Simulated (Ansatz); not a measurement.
# HfH3: do energies and stresses tell the same story?

These are results of DFT r2SCAN, scalar-relativistic, plane waves, PAW in Ansatz 0.2.0, not measurements.

Cutoff 500 eV; k points 9×9×12 on the computed 8-atom cell (Γ-centred); Gaussian smearing, width 0.10 eV; no spin polarisation.

Relaxed cell: P6_3/mmc, a = 4.725 Å, b = 4.725 Å, c = 3.213 Å, α = 90.00°, β = 90.00°, γ = 120.00°, 8 atoms in the primitive cell. Whether it is the stable form of this composition wasn't checked.

Energies at zero smearing and pressures from the stress tensor, at volumes with shape and atoms relaxed:
```json
{"V (Å³/atom)": "7.298", "E − E(first) (meV/atom)": "0.00", "P (GPa)": "7.51"}
{"V (Å³/atom)": "7.531", "E − E(first) (meV/atom)": "-7.91", "P (GPa)": "3.44"}
{"V (Å³/atom)": "7.764", "E − E(first) (meV/atom)": "-10.30", "P (GPa)": "0.00"}
{"V (Å³/atom)": "7.997", "E − E(first) (meV/atom)": "-8.15", "P (GPa)": "-2.82"}
{"V (Å³/atom)": "8.230", "E − E(first) (meV/atom)": "-2.41", "P (GPa)": "-5.03"}
```

Q: Check P = −dE/dV between neighbouring volumes, and get the bulk modulus from the pressures alone.

A: With 1 eV/Å³ = 160.2 GPa:
```json
{"middle V (Å³/atom)": "7.415", "−ΔE/ΔV (GPa)": "5.442", "mean P (GPa)": "5.474"}
{"middle V (Å³/atom)": "7.648", "−ΔE/ΔV (GPa)": "1.644", "mean P (GPa)": "1.718"}
{"middle V (Å³/atom)": "7.881", "−ΔE/ΔV (GPa)": "-1.479", "mean P (GPa)": "-1.411"}
{"middle V (Å³/atom)": "8.114", "−ΔE/ΔV (GPa)": "-3.950", "mean P (GPa)": "-3.926"}
```

The two differ by 0.07 GPa at most. The mean of two end pressures misses the average over a step by about ΔV² P″/12, up to 0.05 GPa here; with that taken off 0.03 GPa remains. The stress is the derivative of the free energy, not of the energy at zero smearing, and with free energies 0.01 GPa remains. Around V = 7.764 Å³/atom, the two neighbours give B = −V ΔP/ΔV = 7.764 × 6.26 / 0.466 = 104.3 GPa, against B0 = 102.9 GPa from the Birch–Murnaghan fit of the energies.

Spin–orbit coupling is left out, which can shift energies with elements as heavy as these.

Cost: 6 runs of about 13 core-minutes in all, on Arm Neoverse V1 (shared hosts).